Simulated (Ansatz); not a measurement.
MoW:
```
CELL_PARAMETERS angstrom
      3.17221     0.00000     0.00000
      0.00000     3.17221     0.00000
      0.00000     0.00000     3.17221
ATOMIC_POSITIONS crystal
  Mo 0.00000 0.00000 0.00000
  W  0.50000 0.50000 0.50000
```

Relaxed with PBE. Special points in fractions of this cell's reciprocal vectors: Γ (0.000, 0.000, 0.000); X (0.000, 0.500, 0.000); M (0.500, 0.500, 0.000); R (0.500, 0.500, 0.500).

### Question
List the band energies nearest the Fermi level at these points for plane-wave PAW PBE with spin–orbit coupling (Ansatz code).

### Answer
In eV from the Fermi level; about four levels below and three above (degenerate sets whole), none deeper than 8.9 eV; points with the same levels are listed once.

```csv
k,below,above
Γ,-1.40 -1.40 -1.40 -1.40 -1.10 -1.10,1.92 1.92 1.92 1.92
X,-0.60 -0.60 -0.25 -0.25,0.83 0.83 1.43 1.43
M,-3.47 -3.47 -3.39 -3.39,0.68 0.68 1.37 1.37
R,-2.63 -2.63 -2.63 -2.63,2.38 2.38 2.38 2.38
```

Space group Pm-3m (CsCl type). The start of the workflow was typed in or built on a structure type; neither database checked (COD, Materials Project) lists it. Whether it is the stable phase at ambient conditions was not checked. Symmetry was held in the PBE relaxation; whether a distortion lowers the energy is not shown. No spin polarisation was allowed.

Potentials: the later of the program's two PAW sets.
